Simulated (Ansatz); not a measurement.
GaAs:
Space group P4/mmm (No. 123); a = b = 2.6426 Å, c = 5.3566 Å, α = β = γ = 90.00°

```csv
atom,site,symmetry,x,y,z
Ga,1b,4/mmm,0.0000,0.0000,0.5000
As,1a,4/mmm,0.0000,0.0000,0.0000
```

Relaxed with LDA.

Q: Which orbitals make up the states near the Fermi level in plane-wave PAW LDA (Ansatz code)?

A: Within 0.5 eV of the Fermi level: As 4p 48 %, Ga 4p 36 %, Ga 4s 9 %, As 4s 5 %. Projections are on Löwdin-orthogonalised atomic valence shells; empty p or d shells of many metals are not among them.

Q: Tabulate the density of states.

A: States/eV per cell of 2 atoms, in 0.25 eV bins, energy from the Fermi level.

```
E (eV)  total  As 4p  Ga 4p  Ga 4s
------  -----  -----  -----  -----
-7.85    0.40   0.06   0.09   0.16
-7.60    0.39   0.06   0.10   0.15
-7.35    0.38   0.05   0.10   0.15
-7.10    0.38   0.05   0.10   0.14
-6.85    0.31   0.05   0.10   0.14
-6.60    0.31   0.05   0.10   0.14
-6.35    0.42   0.14   0.12   0.14
-6.10    0.64   0.30   0.14   0.16
-5.85    0.61   0.28   0.15   0.14
-5.60    0.69   0.33   0.15   0.17
-5.35    0.68   0.34   0.14   0.16
-5.10    0.69   0.36   0.14   0.15
-4.85    0.73   0.40   0.14   0.16
-4.60    0.75   0.42   0.14   0.16
-4.35    0.76   0.43   0.14   0.15
-4.10    0.81   0.48   0.14   0.14
-3.85    0.80   0.49   0.14   0.13
-3.60    0.86   0.56   0.14   0.11
-3.35    0.82   0.54   0.14   0.09
-3.10    0.76   0.47   0.16   0.09
-2.85    0.91   0.54   0.22   0.09
-2.60    0.86   0.47   0.25   0.08
-2.35    0.85   0.44   0.29   0.06
-2.10    0.91   0.48   0.30   0.07
-1.85    0.92   0.48   0.31   0.07
-1.60    0.93   0.49   0.31   0.07
-1.35    0.91   0.48   0.30   0.07
-1.10    0.95   0.50   0.32   0.07
-0.85    0.86   0.44   0.30   0.07
-0.60    0.81   0.40   0.28   0.06
-0.35    0.79   0.40   0.27   0.06
-0.10    0.85   0.43   0.29   0.07
0.15     0.81   0.39   0.28   0.07
0.40     0.79   0.33   0.32   0.07
0.65     0.82   0.32   0.35   0.08
0.90     0.82   0.34   0.33   0.08
1.15     0.88   0.36   0.36   0.09
1.40     0.90   0.34   0.39   0.10
1.65     0.89   0.33   0.37   0.11
1.90     0.89   0.35   0.37   0.09
2.15     0.78   0.33   0.31   0.07
2.40     0.71   0.31   0.27   0.06
2.65     0.66   0.28   0.26   0.05
2.90     0.62   0.26   0.24   0.05
3.15     0.59   0.24   0.22   0.05
3.40     0.65   0.25   0.23   0.05
3.65     0.77   0.26   0.25   0.06
3.90     0.88   0.29   0.27   0.07
4.15     0.94   0.28   0.31   0.09
4.40     0.98   0.28   0.32   0.09
4.65     1.01   0.29   0.31   0.09
```

The first step of the workflow began from a Materials Project structure, measured or hypothetical; the Crystallography Open Database copy checked does not list it. It is not the phase usual at ambient conditions (space group No. 216). The LDA relaxation kept the symmetry of its start; of distortions, only those at the zone centre were tested. Scalar-relativistic: spin–orbit coupling is off unless named, which matters more the heavier the elements.

Potentials: the earlier of the program's two PAW sets.
